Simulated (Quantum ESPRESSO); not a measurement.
**Convergence of NMR parameters in KF**

```
CELL_PARAMETERS angstrom
      0.00000     2.65442     2.65442
      2.65442     0.00000     2.65442
      2.65442     2.65442     0.00000
ATOMIC_POSITIONS crystal
  K  0.00000 0.00000 0.00000
  F  0.50000 0.50000 0.50000
```
The geometry is a computed Materials Project entry, not a measured one. It is KF in Fm-3m. Stability against distortions was not tested.

Method: σ by GIPAW with PBE in a modified build of Quantum ESPRESSO, on JTH PAW datasets. The cutoff rises from row to row, with the meshes as listed. Costs are rough, from a shared machine. Shieldings are absolute and leave out the bulk-susceptibility term; a larger σ means a smaller chemical shift. The structure is static (0 K, no zero-point motion).

```json
[
 {"setting": "A", "cutoff (Ha)": "15.5", "k-mesh": "4×4×4 through Γ", "σ_iso K (ppm)": "1165.2", "σ_iso F (ppm)": "253.2", "f-sum rule missed by (%)": "0.16", "rough cost ratio": "about 1"},
 {"setting": "B", "cutoff (Ha)": "17.5", "k-mesh": "3×3×3 shifted", "σ_iso K (ppm)": "1166.9", "σ_iso F (ppm)": "253.8", "f-sum rule missed by (%)": "0.09", "rough cost ratio": "about 1"},
 {"setting": "C", "cutoff (Ha)": "22.5", "k-mesh": "5×5×5 shifted", "σ_iso K (ppm)": "1166.5", "σ_iso F (ppm)": "251.7", "f-sum rule missed by (%)": "0.00", "rough cost ratio": "4"},
 {"setting": "D", "cutoff (Ha)": "32.5", "k-mesh": "7×7×7 shifted", "σ_iso K (ppm)": "1166.6", "σ_iso F (ppm)": "251.6", "f-sum rule missed by (%)": "0.00", "rough cost ratio": "10"}
]
```

Largest change from the last row but one to the last: σ_iso K (ppm) by 0.1.
